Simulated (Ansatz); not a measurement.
**YTl (Pm-3m): elastic constants by finite strains**

Method: r²SCAN, PAW on Ansatz 0.2.0's default frozen-core files (fitted under PBE), scalar-relativistic.

The cell comes from a PAW relaxation under the same functional.

Launched as:

```sh
ansatz run input.yaml --threads 1 --pin off --max-ram 2560MiB --backend cpu --events-out ev --progress --plain --runs-dir out
```

input.yaml:

```yaml
crystal:
  lattice:
    - [3.78208188566, 0.0, 0.0]
    - [0.0, 3.78208188566, 0.0]
    - [0.0, 0.0, 3.78208188566]
  atoms:
    - { symbol: "Y", position: [0.5, 0.5, 0.5] }
    - { symbol: Tl, position: [0.0, 0.0, 0.0] }
kpoints:
  mp_grid: { grid: [12, 12, 12] }
scf:
  occupations: { method: fermi_dirac, width: 0.05 }
hamiltonian:
  xc: r2scan
  pseudopotentials: { kind: paw }
elastic:
  mode: relaxed_ion
  stencil: two_point
  amplitude: 0.005
```

Output:

```
Warning: RAYON_NUM_THREADS=1 ignored (pool sized by the plan → 1); use --threads N
Engine: ansatz 0.2.0, aarch64-unknown-linux-gnu
Pseudopotentials: kind: paw
Pseudopotential: Y, paw, valence charge 11, recommended cutoff 500 eV (meta_gga), Y.paw.azcp
Pseudopotential: Tl, paw, valence charge 13, recommended cutoff 500 eV (meta_gga), Tl.paw.azcp
Functional definition: r2SCAN
  parameter k0 = 0.174
  parameter k1 = 0.065
  parameter a1 = 4.9479
  exchange = r2scan_x(k0 = k0, k1 = k1, a1 = a1)
  correlation = r2scan_c
Crystal: 2 atoms, lattice volume = 54.099 Å³
Basis set: ecut = 500 eV, 1357 PW (Γ), exchange–correlation on 120×120×120 points (64 copies of the dense FFT grid, shifted against one another)
Bands: 16, of which v1, the nominal top of the filled ones, is band 12 counted from 1 (11 counted from 0)
Symmetry: 48 space group operations
Space group: Pm-3m (ITA 221), of the structure as read, at distance tolerance 3.8e-5 Å
k-points: 84 of 1728
Non-local potential: Y, projectors of the file, l = 0: 3, l = 1: 2, l = 2: 2, l = 3: 1
Non-local potential: Tl, projectors of the file, l = 0: 2, l = 1: 2, l = 2: 2, l = 3: 1
[... 123 lines left out ...]
        70.804     56.268     56.268     -0.000     -0.000     -0.000
        56.268     70.804     56.268     -0.000     -0.000     -0.000
        56.268     56.268     70.804     -0.000     -0.000     -0.000
         0.000      0.000     -0.000     33.863     -0.000     -0.000
        -0.000     -0.000      0.000      0.000     33.863      0.000
        -0.000      0.000     -0.000      0.000      0.000     33.863
  reference stress σ⁰ (GPa):      0.030      0.030      0.030     -0.000     -0.000     -0.000
  C* (energy form; C + prestress term) asymmetry max|C*_kj − C*_jk| = 2.132e-14 GPa — a small one proves nothing (zero by symmetry where the batch's group is 432, −43m or m−3m); a large one is finite-difference/SCF noise where ...
  moduli (Voigt/Reuss/Hill, GPa): K = 61.11/61.11/61.11   G = 23.23/13.75/18.49   E = 50.38   ν = 0.363
  mechanically stable: yes (min eigenvalue of sym C = 14.54 GPa)
  strain η (Voigt 11):  stress-route row diagonal C_11 = 70.80 GPa, energy-path curvature d²(F+E_count+ΔE)/dδ²/Ω₀ = 70.79 GPa
         δ    σ_11 (GPa)             F (eV)   n_scf  n_hpsi   n_pw
    -5.000e-3      -0.3302      -15319.2595728      11   73743   1398   relax 0 steps, max|allowed force component| 1.68e-30 eV/Å
     5.000e-3       0.3779      -15319.2594784      10   66169   1406   relax 0 steps, max|allowed force component| 1.76e-29 eV/Å
  strain η (Voigt 23):  stress-route row diagonal C_44 = 33.86 GPa, energy-path curvature d²(F+E_count+ΔE)/dδ²/Ω₀ = 33.86 GPa
         δ    σ_23 (GPa)             F (eV)   n_scf  n_hpsi   n_pw
    -5.000e-3      -0.1693      -15319.2596812      10  110316   1406   relax 0 steps, max|allowed force component| 9.86e-32 eV/Å
     5.000e-3       0.1693      -15319.2596812       8   96199   1406   relax 0 steps, max|allowed force component| 6.31e-30 eV/Å
```

Self-consistency was reached.

### Elastic constants

Elastic constants of a crystal by Kohn-Sham DFT: slopes of the stress over finite engineering strains of the given cell, Voigt indices, Cartesian axes as in the input.

| Quantity | Value |
| --- | --- |
| Pressure at rest | -0.03 GPa |
| Least elastic eigenvalue | 14.54 GPa |
| Elastically stable | yes |

| index | elastic (GPa) |
| --- | --- |
| 11 | 70.8 |
| 12 | 56.27 |
| 44 | 33.86 |

### Elastic moduli

Hill averages of a grain aggregate, Debye temperature from the mean sound speed over directions.

```json
{
 "Bulk modulus": "61.11 GPa",
 "Shear modulus": "18.49 GPa",
 "Young modulus": "50.38 GPa",
 "Poisson ratio": "0.3626",
 "Bulk over shear modulus": "3.306",
 "Elastic anisotropy index": "3.448",
 "Least young modulus": "20.97 GPa",
 "Largest young modulus": "85.75 GPa",
 "Longitudinal sound speed": "3087 m/s",
 "Transverse sound speed": "1433 m/s",
 "Elastic debye temperature": "154.6 K",
 "Linear compressibility (x, y, z)": "5.454, 5.454, 5.454 1/TPa",
 "Zener ratio": "4.659",
 "Cauchy pressure": "22.4 GPa"
}
```

**Strained cells**

Stress of each strained cell less that at rest, tension positive.

```
strain component  strain  stress xx (GPa)  stress yy (GPa)  stress zz (GPa)  stress yz (GPa)  stress xz (GPa)  stress xy (GPa)  relaxation steps
              xx  -0.005          -0.3601           -0.285           -0.285                0                0                0                 0
              xx   0.005            0.348           0.2776           0.2776                0                0                0                 0
              yz  -0.005          -0.0025          -0.0021          -0.0021          -0.1693                0                0                 0
              yz   0.005          -0.0025          -0.0021          -0.0021           0.1693                0                0                 0
```

Keep in mind: frozen-core PAW files fitted under PBE, their cores solved anew for the functional of the run; responses of metals move with mesh and smearing; no spin-orbit coupling on heavy atoms; the softest shear constant rests on one k mesh, and a soft shear can herald a distortion on cooling.

Time and hardware: 2.2 min on 1 thread of Arm Neoverse V2, on a shared host, peak memory 0.69 GiB.
